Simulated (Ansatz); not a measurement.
## Na3ScCl6: Coordination and ²³Na quadrupole coupling

Cell: a Materials Project structure (computed, not necessarily an observed phase).

Space group P2_1/c (No. 14); a = 6.6493, b = 7.1307, c = 11.8347 Å, β = 123.57°.

| site | Wyckoff | site symmetry | x | y | z |
| --- | --- | --- | --- | --- | --- |
| Na1 | 4e | 1 | 0.7121 | 0.9181 | 0.2428 |
| Na5 | 2d | -1 | 0.5000 | 0.0000 | 0.5000 |
| Sc | 2a | -1 | 0.0000 | 0.5000 | 0.5000 |
| Cl9 | 4e | 1 | 0.9023 | 0.5559 | 0.2655 |
| Cl13 | 4e | 1 | 0.2411 | 0.7965 | 0.5755 |
| Cl17 | 4e | 1 | 0.6311 | 0.6777 | 0.4373 |

One atom of each set is listed.

Computed with Ansatz: DFT, PBE, plane waves and PAW, scalar-relativistic, 420 eV cutoff, Γ-centred 5×4×3 k-points, Fermi–Dirac smearing 0.02 eV.

Q(²³Na) = 104.0 mb.

Problem. Order the Na environments from the weakest to the strongest quadrupole coupling.
A. Na5: 6 Cl at 2.70–2.81 Å
B. Na1: 6 Cl at 2.79–3.15 Å; also 1 Cl at 3.42 Å

Solution. A (0.617 MHz, η = 0.69), B (1.15 MHz, η = 0.90).

Like point charges on the first shell alone (each adding as 1/d³) would give the same order.
